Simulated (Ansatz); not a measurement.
NaCl:
```
CELL_PARAMETERS angstrom
      6.68037     0.00000     0.00000
     -3.34019     5.78537     0.00000
      0.00000     0.00000     6.98529
ATOMIC_POSITIONS crystal
  Na 0.00000 0.66673 0.50000
  Na 0.66673 0.00000 0.50000
  Na 0.33327 0.33327 0.50000
  Na 0.00000 0.33341 0.00000
  Na 0.33341 0.00000 0.00000
  Na 0.66659 0.66659 0.00000
  Cl 0.66667 0.33333 0.25003
  Cl 0.66667 0.33333 0.74997
  Cl 0.33333 0.66667 0.25003
  Cl 0.33333 0.66667 0.74997
  Cl 0.00000 0.00000 0.75005
  Cl 0.00000 0.00000 0.24995
```

This is the PBEsol-relaxed structure.

Question: All from the program Ansatz at the PBEsol level (PAW), unless another level is named. Predict the vibrational entropy at 300 K.

Answer: 37.6 J/(K·mol of atoms).

Question: Give the Hill bulk and shear moduli.

Answer: 24.9 and 12.9 GPa.

Space group P6_3/mmc (NiAs type). The workflow started from a Materials Project entry (that database holds measured and hypothetical structures alike); the Crystallography Open Database copy checked does not list it. It is not the phase usual at ambient conditions (space group No. 225). The PBEsol relaxation kept the symmetry of its start; its stability against distortions is not shown here.

Potentials: the earlier of the program's two PAW sets. The files were generated under PBE; for other functionals the program regenerates the frozen cores, and for LDA and PBEsol the local potential too.
